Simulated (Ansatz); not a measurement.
With PBEsol in the plane-wave PAW code Ansatz, As in the diamond structure (Fd-3m) relaxes to a = 6.001 Å. As has 4 nearest neighbours from 2.60 Å (tetrahedral).

Electronic character: metallic (no gap). Gap from PBEsol with spin–orbit coupling: none (metallic).

The bulk modulus is 50.3 GPa. The relaxed-ion elastic constants in GPa are C11 = 38.5, C12 = 58.8, C44 = -35.2. The highest mode at Γ lies at 202 cm⁻¹.

The start of the workflow was typed in or built on a structure type; neither database checked (COD, Materials Project) lists it. It is not the phase usual at ambient conditions (space group No. 166). Symmetry was held in the PBEsol relaxation. At this level the phase is mechanically unstable. As this level gives no gap, shear constants depend on the k-mesh and smearing (Fermi–Dirac, 0.1 eV here). As this level gives no gap, phonon frequencies hold no LO–TO term and depend on the k-mesh and smearing (Fermi–Dirac, 0.1 eV here). Spin–orbit coupling is left out wherever it is not named.

Potentials: the later of the program's two PAW sets.
